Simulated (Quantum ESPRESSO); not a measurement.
# SiGeGaSN3: convergence and cost over cutoff and k mesh

Computed values, not a measurement. The program is pw.x of Quantum ESPRESSO 7.5 (plane-wave density functional theory). The cell is made up: 7 atoms on a zincblende/diamond lattice with one site empty, with randomly drawn elements, strain and displacements, not relaxed. PseudoDojo standard norm-conserving files (v0.5 for PBE, v0.4.1 for LDA and PBEsol) set the functional; there is no spin polarisation, spin-orbit coupling or dispersion term, and the masses in the input are unused placeholders.

Input of the run in row 4:

```
&control calculation='scf', pseudo_dir='./dojo.nc.sr.pbe.v0_5.standard.upf', outdir='./o', disk_io='medium', tprnfor=.true., tstress=.true. /
&system ibrav=0, nat=7, ntyp=5, nbnd=32, ecutwfc=84.00895049, nosym=.true., tot_charge=0,
 occupations='smearing', smearing='fd', degauss=0.0018374661
/
&electrons conv_thr=7.350e-09, electron_maxstep=60, /
ATOMIC_SPECIES
Ga 1.0 Ga.upf
Ge 1.0 Ge.upf
N 1.0 N.upf
S 1.0 S.upf
Si 1.0 Si.upf
CELL_PARAMETERS angstrom
4.6291 0.0125 -0.0028
0.0125 4.4994 -0.0138
-0.0028 -0.0138 4.5606
ATOMIC_POSITIONS angstrom
Si -0.0307 -0.0019 0.0406
Ge -0.0017 2.2593 2.3174
Ga 2.2389 2.2456 0.0113
S 1.1462 1.1863 1.1856
N 1.1713 3.4145 3.3964
N 3.4667 1.0457 3.3815
N 3.4946 3.3695 1.099
K_POINTS automatic
4 4 4 1 1 1
```

The same cell was run at these settings. Meshes are shifted by half a step, and differences are from the last row, which is itself not exact.

```
cutoff (eV)     k mesh  k points solved  threshold (eV)  free energy less the last row's (eV)  pressure (GPa)  largest stress difference (GPa)  largest force difference (eV/Å)  iterations  wall time (s)  k-point pools              processor
        800  2 x 2 x 2                4           1e-04                                 2.036          -23.10                            28.93                            0.138           9             23              1  AMD EPYC, Zen 5 class
       1143  2 x 2 x 2                4           1e-07                                 0.300            5.76                             0.39                            0.145          12             51              1  AMD EPYC, Zen 5 class
        642  4 x 4 x 4               32           1e-07                                21.671         -206.92                           212.49                            0.052          12             89              1  AMD EPYC, Zen 5 class
       1143  4 x 4 x 4               32           1e-07                                 0.003            5.41                             0.01                            0.003          12            230              1  AMD EPYC, Zen 5 class
       1437  6 x 6 x 6              108           1e-07                                 0.000            5.41                             0.00                            0.000          12            840              1  AMD EPYC, Zen 5 class
```

Each pool is one process. Wall times include start-up and a band step at six k points, which weighs most on the coarsest meshes. The runs were on shared virtual cores whose load varied, so times are rough.